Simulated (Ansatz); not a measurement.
Lattice dynamics at Γ of BaCa₃F₈ (fluorite sites, Cmmm)

Perturbation theory with PBEsol in the plane-wave code Ansatz on the PBEsol cell, ground state and force constants on a 4×4×6 mesh. (Calculated; spin-unpolarised; the phase may be known or hypothetical.)

The symmetry is Cmmm (No. 65, orthorhombic); a = 7.918 Å, b = 11.314 Å, c = 3.948 Å in the conventional setting, 14.74 Å³ an atom. Around Ca lie 8 F at 2.38–2.40 Å; around F lie 2 Ca at 2.31 Å and 2 Ba at 2.56 Å; around F lie 4 Ca at 2.40–2.47 Å; around Ca lie 8 F at 2.31–2.47 Å; around F lie 3 Ca at 2.38–2.39 Å and 1 Ba at 2.58 Å; around Ba lie 8 F at 2.56–2.58 Å.

```yaml
crystal:
  lattice:
    - [3.95920, -5.65687, 0.00000]
    - [3.95920, 5.65687, 0.00000]
    - [0.00000, 0.00000, 3.94765]
  atoms:
    - { symbol: Ca, position: [0.00000, 0.00000, 0.00000] }
    - { symbol: F, position: [0.35591, 0.64409, 0.50000] }
    - { symbol: F, position: [0.12005, 0.87995, 0.50000] }
    - { symbol: Ca, position: [0.50000, 0.00000, 0.50000] }
    - { symbol: F, position: [0.89748, 0.63469, 0.00000] }
    - { symbol: F, position: [0.63469, 0.89748, 0.00000] }
    - { symbol: Ca, position: [0.00000, 0.50000, 0.50000] }
    - { symbol: F, position: [0.36531, 0.10252, 0.00000] }
    - { symbol: F, position: [0.10252, 0.36531, 0.00000] }
    - { symbol: Ba, position: [0.50000, 0.50000, 0.00000] }
    - { symbol: F, position: [0.87995, 0.12005, 0.50000] }
    - { symbol: F, position: [0.64409, 0.35591, 0.50000] }
```

Optical modes without the longitudinal term:
```
ω (cm⁻¹)  degeneracy  IR intensity, summed over the level ((D/Å)²/amu)
      89           1                                              0.04
      90           1                                              0.29
      93           1                                              0.43
     120           1                                              0.15
     131           1                                              0.00
     149           1                                              4.10
     153           1                                              0.00
     155           1                                              0.07
     158           1                                              0.00
     174           1                                              5.50
     194           1                                             16.85
     203           1                                             21.98
     215           1                                              1.42
     228           1                                              0.00
     232           1                                              0.00
     237           1                                              2.78
     250           1                                              0.00
     257           1                                              2.73
     263           1                                              0.00
     268           1                                              0.47
     268           1                                             13.23
     274           1                                              0.00
     290           1                                              1.00
     294           1                                              0.00
     294           1                                              0.00
     296           1                                              0.00
     297           1                                              4.97
     298           1                                              0.52
     307           1                                              0.16
     322           1                                              0.00
     324           1                                              0.00
     333           1                                              0.39
     371           1                                              0.00
```

The zone-centre optical frequencies run from 89 to 371 cm⁻¹, none imaginary (the rest of the zone wasn't tested). With the long-range field the highest mode reaches 434 cm⁻¹. Of the real levels 19 are infrared active, the strongest at 203 cm⁻¹.

ε∞: 2.37, 2.38 and 2.37 along x, y and z. With the ions relaxed, ε⁰ is 10.0, 9.9 and 9.5 along x, y and z. Born charges, averaged over directions: Ca +2.37 to +2.41, F -1.26 to -1.19, Ba +2.62 e. The program notes that the ground state's band table doesn't vouch for all the bands that the response reads.

For comparison, on the r2SCAN cell the mean ε∞ is 2.23 with r2SCAN (ground state on 4×4×6; least gap 7.19 eV).

Spin-orbit coupling is left out.
